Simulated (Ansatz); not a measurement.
ZnCu:
```cif
data_CuZn
_chemical_formula_sum 'Cu1 Zn1'
_space_group_name_H-M_alt 'Pm-3m'
_space_group_IT_number 221
_space_group_name_Hall '-P 4 2 3'
_cell_length_a 2.90800
_cell_length_b 2.90800
_cell_length_c 2.90800
_cell_angle_alpha 90.000
_cell_angle_beta 90.000
_cell_angle_gamma 90.000
loop_
_atom_site_label
_atom_site_type_symbol
_atom_site_symmetry_multiplicity
_atom_site_Wyckoff_symbol
_atom_site_fract_x
_atom_site_fract_y
_atom_site_fract_z
_atom_site_occupancy
Cu1 Cu 1 a 0.00000 0.00000 0.00000 1
Zn1 Zn 1 b 0.50000 0.50000 0.50000 1
```

Relaxed with PBEsol.

Task: Decompose the optical modes at the zone centre into irreducible representations, and say which are infrared and Raman allowed.

Result: Point group m-3m: Γ_opt = T1u. Infrared: T1u. Raman: none.

Task: Assign frequencies (DFPT, PBEsol in the plane-wave PAW code Ansatz).

Result: T1u 211 cm⁻¹.

The PBEsol relaxation kept the symmetry of its start; of distortions, only those at the zone centre were tested. No spin polarisation was allowed. As this level gives no gap, phonon frequencies hold no LO–TO term and depend on the k-mesh and smearing (Fermi–Dirac, 0.1 eV here).

Potentials: the later of the program's two PAW sets.
